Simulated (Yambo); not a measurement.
Material: K2MgH4 (space group I4/mmm, No. 139); a = 7.3455 Å, b = 7.3455 Å, c = 7.3455 Å, α = 148.33°, β = 148.33°, γ = 45.40° (7 atoms in the cell). The geometry is that of Materials Project entry mp-23956, symmetrised and not relaxed again.

With norm-conserving PBEsol (Quantum ESPRESSO, 84 Ry, no spin-orbit coupling), the gap between the mesh's edge points (Γ → (0, 0, 0.25)) is 3.326 eV.

Problem. What does a G0W0 run in Yambo give for it (4×4×4 Γ-centred k mesh, bands 5 to 113 and a 6 Ry block in the screening, 113 bands in G with the Bruneval-Gonze terminator, plasmon pole fitted at 27.2 eV)?

Solution. The correction is 2.172 eV, giving 5.498 eV, 1.7 times the PBEsol value.  Convergence of the G0W0 settings was not tested.
